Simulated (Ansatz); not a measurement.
Li, DFT, LDA, PAW with Ansatz's default frozen-core files, scalar-relativistic (Ansatz 0.2.0), run on 1 thread of Arm Neoverse V2 on a shared host.

The structure is an experimental refinement, used without relaxation. The listed cell was then made from it by scaling, straining or moving an atom.

Command: `ansatz run input.yaml --threads 1 --pin off --max-ram 4096MiB --backend cpu --events-out ev --progress --plain --runs-dir out`

```yaml
crystal:
  lattice:
    - [1.5188472484, 0.8769068677, 7.4333932688]
    - [-1.5188472484, 0.8769068677, 7.4333932688]
    - [0.0, -1.7538137355, 7.4333932688]
  atoms:
    - { symbol: Li, position: [0.0, 0.0, 0.0] }
    - { symbol: Li, position: [0.222, 0.222, 0.222] }
    - { symbol: Li, position: [0.778, 0.778, 0.778] }
kpoints:
  mp_grid: { grid: [12, 12, 12] }
scf:
  occupations: { method: fermi_dirac, width: 0.08 }
hamiltonian:
  xc: lda
  pseudopotentials: { kind: paw }
output:
  forces: true
  stress: true
  eigenvalues: true
  efg: { contact_densities: true }
```

Question: How large is the problem that the program sets up?

Answer: 189 irreducible k-points, 1147 plane waves at Γ, 9 bands.

Question: Estimate the wall time and the peak memory.

Answer: 4.3 s of wall time for 6 SCF iterations, with a peak of 0.36 GiB. Times on shared machines scatter by tens of per cent.

Question: And the same cell and mesh by crystal-made all-electron datasets, asked for forces, stress, eigenvalues, efg, on the same hardware?

Answer: 3.9 s, peak memory 0.29 GiB.
